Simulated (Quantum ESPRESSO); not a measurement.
# Moving one atom in Ge2GaN2AsO

The results below are calculated, not measured. They come from pw.x of Quantum ESPRESSO 7.5, a plane-wave density functional program, with PseudoDojo standard norm-conserving files (v0.5 for PBE, v0.4.1 for LDA and PBEsol). The cells are made up: elements, strain and atom displacements were drawn at random, and nothing was relaxed. There is no spin polarisation, spin-orbit coupling or dispersion term.

The cell has 8 sites of a wurtzite lattice (rectangular cell). Sites 1 to 4 hold empty Ge Ge Ga; sites 5 to 8 hold N As O N. Cell vectors in Å: (3.364, -0.040, -0.004); (-0.069, 5.827, -0.053); (-0.007, -0.050, 5.567). Settings: PBE, cutoff 1143 eV, 5 x 4 x 4 k mesh shifted by half a step, Fermi-Dirac smearing of 0.025 eV.

Each run shifts the Ge atom on site 2 along z and leaves all else fixed. Site 6 is one of its nearest neighbours. E is the free energy of the cell above the lowest run shown. The last column is band 37 less band 36 at Gamma, from a band step after each run.

| run | shift (Å) | Fz on site 2 (eV/Å) | Fz on site 6 (eV/Å) | P (GPa) | E (meV) | level step at Gamma (eV) |
| --- | --- | --- | --- | --- | --- | --- |
| 1 | -0.0873 | -5.428 | -2.764 | 9.69 | 0.0 | 0.990 |
| 2 | -0.0576 | -6.338 | -2.182 | 10.00 | 174.6 | 0.969 |
| 3 | 0.0257 | -9.292 | -0.163 | 11.26 | 821.3 | 0.873 |
| 5 | 0.0692 | -11.104 | 1.163 | 12.17 | 1264.2 | 0.809 |
| 6 | 0.1236 | -13.684 | 3.146 | 13.60 | 1936.8 | 0.720 |
| 7 | 0.1459 | -14.856 | 4.078 | 14.29 | 2254.9 | 0.682 |
| 4 | 0.0461 | ? | ? | ? | ? | ? |

A rerun of one of these cells at 1437 eV and k mesh 7 x 6 x 6 moved values by no more than 0.021 eV in the cell's energy, 0.23 GPa in stress and 0.007 eV/Å in force.

## Worked fit

A parabola through the six runs shown gives Fz on site 2 = -8.291 - 37.23 u - 52.6 u² eV/Å, with u in Å and a scatter of 0.020 eV/Å. Minus the slope, 37.23 ± 0.42 eV/Å², is this atom's force constant along z at u = 0, with its periodic images moving too. The fitted force does not vanish within the range. The error is the larger of the fit's own and the change that a cubic makes, rounded up.

## Withheld run

Question: what Fz on site 2 should run 4 give?

The fit gives -10.119 eV/Å. The calculation gave -10.116 eV/Å.

```
run  shift (Å)  Fz on site 2 (eV/Å)  Fz on site 6 (eV/Å)  P (GPa)  E (meV)  level step at Gamma (eV)
  4     0.0461              -10.116                0.433    11.67   1019.2                     0.844
```